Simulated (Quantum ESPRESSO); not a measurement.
# Strain and stress in Zr2TaO5F3

The results below are calculated, not measured. They come from pw.x of Quantum ESPRESSO 7.5, a plane-wave density functional program, with PseudoDojo standard norm-conserving files (v0.5 for PBE, v0.4.1 for LDA and PBEsol). The cells are made up: elements, strain and atom displacements were drawn at random, and nothing was relaxed. There is no spin polarisation, spin-orbit coupling or dispersion term.

The cell has 12 sites of a fluorite lattice. Sites 1 to 4 hold Zr Zr empty Ta; sites 5 to 12 hold O O O O F F F O. Cell vectors in Å: (5.167, 0.000, 0.000); (0.000, 5.167, 0.000); (0.000, 0.000, 5.175). Settings: PBE, cutoff 1143 eV, 4 x 4 x 4 k mesh shifted by half a step, Fermi-Dirac smearing of 0.025 eV.

Each run adds the same strain along x and y to one cell, with the atoms carried along; the vectors above are those of run 2. Stress is positive in tension and P is minus a third of its trace. E is the free energy for each atom above the lowest run shown. The last column is band 45 less band 44 at Gamma, from a band step after each run.

```
run,strain (%),s_xx (GPa),s_yy (GPa),s_zz (GPa),s_xy (GPa),P (GPa),E (meV/atom),level step at Gamma (eV)
1,-2.30,9.18,6.59,6.94,1.95,-7.57,0.00,0.791
2,-0.16,17.55,15.02,9.28,2.58,-13.95,40.57,0.771
4,1.29,22.26,19.77,10.42,2.92,-17.48,83.46,0.727
5,1.60,23.17,20.70,10.62,2.98,-18.16,94.03,0.714
6,1.85,23.88,21.42,10.77,3.03,-18.69,102.93,0.703
7,2.05,24.44,21.98,10.89,3.07,-19.10,110.26,0.694
3,0.70,?,?,?,?,?,?,?
```

A rerun of one of these cells at 1467 eV and k mesh 6 x 6 x 6 moved values by no more than 0.002 eV in the cell's energy, 0.04 GPa in stress and 0.005 eV/Å in force.

## Worked fit

A parabola through the six runs shown gives s_xx = 18.10 + 3.46 e - 0.182 e² GPa, with e in per cent and a scatter of 0.01 GPa. The slope is a stiffness of 346 ± 2 GPa for each unit of this strain at e = 0, the sum of the responses of s_xx to strain along x and along y. The atoms are clamped, and relaxing them would in general lower it. The error is the larger of the fit's own and the change that a cubic makes, rounded up.

## Withheld run

Question: what s_xx should run 3 give?

The fit gives 20.43 GPa. The calculation gave 20.43 GPa.

| run | strain (%) | s_xx (GPa) | s_yy (GPa) | s_zz (GPa) | s_xy (GPa) | P (GPa) | E (meV/atom) | level step at Gamma (eV) |
| --- | --- | --- | --- | --- | --- | --- | --- | --- |
| 3 | 0.70 | 20.43 | 17.93 | 10.00 | 2.79 | -16.12 | 64.56 | 0.748 |